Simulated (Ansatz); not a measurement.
LaSi2Pt2:
```
LaSi2Pt2
1.0
   -2.14795     2.14795     4.97273
    2.14795    -2.14795     4.97273
    2.14795     2.14795    -4.97273
Si Pt La
2 2 1
Direct
  0.37557   0.37557   0.00000
  0.62443   0.62443   0.00000
  0.75000   0.25000   0.50000
  0.25000   0.75000   0.50000
  0.00000   0.00000   0.00000
```

Relaxed with r²SCAN.

Q: Map the valence electron density (e/Å³), cut off at 1 on the plane through (0.376, 0.376, 0.000) spanned by u = [1, 1, 0] and v = [1, 0, 1] in lattice vectors, from r²SCAN (plane waves, PAW; program Ansatz).

A: x is the fraction of u, y of v (the angle between them is 90°; rows are the nearest grid lines); atoms in the plane: Si at (0.00, 0.00), Si at (0.25, 0.00), Pt at (0.87, 0.50), Pt at (0.37, 0.50), La at (0.62, 0.00).
```
y \ x   0.000  0.100  0.175  0.275  0.375  0.450  0.550  0.625  0.725  0.825  0.900   1.00
------  -----  -----  -----  -----  -----  -----  -----  -----  -----  -----  -----  -----
1.00    0.034  0.463  0.445  0.085  0.188  0.084   1.00   1.00  0.763  0.096  0.272  0.034
0.905   0.191  0.389  0.410  0.255  0.209  0.097   1.00   1.00  0.574  0.116  0.294  0.191
0.857   0.346  0.316  0.355  0.396  0.244  0.121  0.900   1.00  0.408  0.148  0.321  0.346
0.762   0.378  0.182  0.215  0.435  0.533  0.245  0.300  0.718  0.190  0.344  0.551  0.378
0.714   0.329  0.136  0.163  0.426   1.00  0.398  0.177  0.313  0.158  0.661   1.00  0.329
0.619   0.305  0.084  0.105  0.571   1.00   1.00  0.119  0.083  0.169   1.00   1.00  0.305
0.524   0.340  0.068  0.087  0.841   1.00   1.00  0.121  0.062  0.192   1.00   1.00  0.340
0.476   0.340  0.068  0.087  0.841   1.00   1.00  0.121  0.062  0.192   1.00   1.00  0.340
0.381   0.305  0.084  0.105  0.572   1.00   1.00  0.119  0.083  0.169   1.00   1.00  0.305
0.286   0.329  0.136  0.163  0.426   1.00  0.398  0.177  0.313  0.158  0.661   1.00  0.329
0.238   0.378  0.182  0.215  0.435  0.533  0.245  0.300  0.718  0.190  0.344  0.551  0.378
0.143   0.346  0.316  0.355  0.396  0.244  0.121  0.900   1.00  0.408  0.148  0.321  0.346
0.0952  0.191  0.389  0.411  0.255  0.209  0.097   1.00   1.00  0.574  0.116  0.294  0.191
0.000   0.034  0.463  0.445  0.085  0.188  0.084   1.00   1.00  0.763  0.096  0.272  0.034
```

The density is the valence pseudo-density with augmentation charge, so density and ELF within about 1 Å of a nucleus are not all-electron values.

Space group I4/mmm. The workflow started from an entry of the Crystallography Open Database (COD). Whether it is the stable phase at ambient conditions was not checked. The r²SCAN relaxation kept the symmetry of its start; whether a distortion lowers the energy is not shown. No spin polarisation was allowed. Scalar-relativistic: spin–orbit coupling is off unless named, which matters more the heavier the elements.

Potentials: the later of the program's two PAW sets.
